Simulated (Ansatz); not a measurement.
**Rb2RhO2 in Ansatz, settings compared**

The command:

```bash
ansatz run input.yaml --threads 1 --pin off --max-ram 2560MiB --backend cpu --events-out ev --progress --plain --runs-dir out
```

input.yaml:

```yaml
crystal:
  lattice:
    - [0.0, 4.140585, 0.0]
    - [4.140585, 0.0, 0.0]
    - [2.070292, 2.070292, -6.5329]
  atoms:
    - { symbol: Rb, position: [0.3451, 0.3451, 0.3098] }
    - { symbol: Rb, position: [0.6549, 0.6549, 0.6902] }
    - { symbol: O, position: [0.1273, 0.1273, 0.7454] }
    - { symbol: O, position: [0.8727, 0.8727, 0.2546] }
    - { symbol: Rh, position: [0.0, 0.0, 0.0] }
  symmetry: { tolerance: 0.0003 }
kpoints:
  mp_grid: { grid: [5, 5, 5], shift: [0, 0, 0] }
magnetization:
  spin_polarized: false
scf:
  occupations: { method: fermi_dirac, width: 0.0363 }
hamiltonian:
  pseudopotentials: { kind: paw }
  xc: pbe
basis:
  ecutwfc: 420
output:
  forces: true
  stress: true
  eigenvalues: true
```

Origin of the cell: a known structure type with other elements, at an estimated volume, so it need not be a known compound.

Output of this run (shortened):

```
Pseudopotentials: kind: paw
Pseudopotential: Rb, paw, valence charge 9, recommended cutoff 420 eV (normal), Rb.paw.azcp
Pseudopotential: O, paw, valence charge 6, recommended cutoff 420 eV (normal), O.paw.azcp
Pseudopotential: Rh, paw, valence charge 17, recommended cutoff 420 eV (normal), Rh.paw.azcp
Functional definition: PBE
  exchange = pbe_x(kappa = kappa, mu = beta*pi^2/3)
  correlation = pbe_c(beta = beta)
Crystal: 5 atoms, lattice volume = 112.003 Å³
Basis set: ecut = 420 eV, 2177 PW (Γ), exchange–correlation on 60×60×96 points (8 copies of the dense FFT grid, shifted against one another)
Bands: 29, of which v1, the nominal top of the filled ones, is band 24 counted from 1 (23 counted from 0)
Symmetry: 16 space group operations
Space group: I4/mmm (ITA 139), of the structure as read, at distance tolerance 1.4e-3 Å
[… 7 lines left out …]
Initial density: superposition of atomic densities (neutral atoms: chi_scale 0, normalization atom), corrected by the library's trained network
Functional: x = pbe(κ = 0.804, μ = 0.219515), c = pbe(β = 0.066725)
SCF iter   1: F=—  HF=-14070.763699 eV  Δρ=1.58e-2  dr2=2.61e-1
SCF iter   2: F=—  HF=-14070.725250 eV  Δρ=9.47e-3  dr2=1.17e-1
SCF iter   3: F=—  HF=-14070.720716 eV  Δρ=7.27e-3  dr2=7.85e-2
SCF iter   4: F=—  HF=-14070.717354 eV  Δρ=6.33e-3  dr2=5.48e-2
SCF iter   5: F=—  HF=-14070.711938 eV  Δρ=1.76e-3  dr2=4.29e-3
SCF iter   6: F=—  HF=-14070.711669 eV  Δρ=4.13e-4  dr2=1.78e-4
SCF iter   7: F=—  HF=-14070.711788 eV  Δρ=1.24e-4  dr2=2.09e-5
SCF iter   8: F=—  HF=-14070.711957 eV  Δρ=6.20e-5  dr2=5.38e-6
SCF iter   9: F=—  HF=-14070.711957 eV  Δρ=2.12e-5  dr2=7.28e-7
SCF iter  10: F=-14070.711957 eV  HF=-14070.711957 eV  Δρ=4.66e-6  dr2=3.19e-8
SCF 1 converged in 10 iterations: F = -14070.711957 eV  dr2 = 3.19e-8
SCF converged after 10 iterations
Free energy (F): -14070.711957 eV
Harris-Foulkes:  -14070.711957 eV  (|F-HF|=1.70e-8)
Internal energy: -14070.665577 eV  (E = F + TS)
E sigma→0 (E₀):  -14070.688767 eV
Entropy (-TS):   -0.046380 eV (-9.276 meV/atom)
Fermi energy:    7.815080 eV
--- Per-component energies (eV) ---
  E_band       = -482.413772
  E_kinetic    = 1311.945548
  E_local      = -5094.739793  (includes V_loc(G=0)·N_el)
  E_nonlocal   = 798.496464
  E_hartree    = 1829.247126
  E_xc         = -631.332449
  E_vxc        = -741.408045  (∫ρ·V_xc dr)
  E_paw        = -9138.406873  (= ΣΔE_a)
  E_vpaw       = -415.199167  (= ΣTr[D̂ρ^β])
  E_aug_tail   = 0.005746  (compensation charges beyond the density's cutoff)
  E_ewald      = -3145.881346
  E_smearing   = -0.046380  (= −TS)
  Σ components = -14070.711957   (vs F -14070.711957, Δ=0.00e0)
--- Forces (eV/Å), atoms counted from 1 ---
  atom   1  Rb     0.000000     0.000000     0.393902
  atom   2  Rb    -0.000000    -0.000000    -0.393902
  atom   3  O      0.000000     0.000000     6.690263
  atom   4  O     -0.000000    -0.000000    -6.690263
  atom   5  Rh     0.000000    -0.000000     0.000000
  max |Σ_I F_I| component: 1.08e-19 eV/Å
--- Stress (GPa, compression-positive) ---
        2.743885       0.000000       0.000001
        0.000000       2.743885       0.000001
        0.000001       0.000001      33.815361
  P = ⅓ Tr σ = 13.1010 GPa (131.010 kbar)
```

The same input was run again with these changes:

1. `scf.lower_state_search` default → standard; `scf.occupations.method` fermi_dirac → cold; `scf.occupations.width` 0.0363 → 0.3
2. `basis.xc_grid` default → 2; `scf.eigensolver.kind` default → davidson
3. `scf.eigensolver.kind` default → davidson; `basis.precision` default → f64; `scf.algorithm` default → direct_min; `basis.xc_grid` default → 4
4. `scf.lower_state_search` default → light; `scf.occupations.method` fermi_dirac → gaussian; `scf.occupations.width` 0.0363 → 0.005; `hamiltonian.pseudopotentials` { kind: paw } → { kind: nc, accuracy: standard }

```json
{"run": "base", "end": "converged", "SCF iterations": "10", "P (GPa)": "13.10", "max force component (eV/Å)": "6.690", "moment (μB)": "–", "ΔE(σ→0) (meV/atom)": "0"}
{"run": "1", "end": "converged", "SCF iterations": "9", "P (GPa)": "13.21", "max force component (eV/Å)": "6.743", "moment (μB)": "–", "ΔE(σ→0) (meV/atom)": "-7.22"}
{"run": "2", "end": "converged", "SCF iterations": "10", "P (GPa)": "13.10", "max force component (eV/Å)": "6.690", "moment (μB)": "–", "ΔE(σ→0) (meV/atom)": "0.00"}
{"run": "3", "end": "converged", "SCF iterations": "7", "P (GPa)": "13.10", "max force component (eV/Å)": "6.690", "moment (μB)": "–", "ΔE(σ→0) (meV/atom)": "0.00"}
{"run": "4", "end": "converged", "SCF iterations": "10", "P (GPa)": "15.57", "max force component (eV/Å)": "7.395", "moment (μB)": "–", "ΔE(σ→0) (meV/atom)": "–"}
```

Energies are compared only where functional, datasets, charge and starting cell are the same.

Not properties of the system: run 1 (too coarse or loose: `scf.occupations.width` = 0.3).

Caveats of the base run: no moments, though an odd count or open d shells may carry them; the given cell is far from equilibrium, with atoms too close or a volume far off; the k mesh is coarse if the cell is a metal.

Run 1: wide smearing.
Run 4: the cutoff lies below the datasets' advice.

Time of the base run: 2 s on 1 thread of Intel(R) Xeon(R) 6975P-C (Granite Rapids) (shared host), peak memory 0.41 GiB, from the program's own first density.
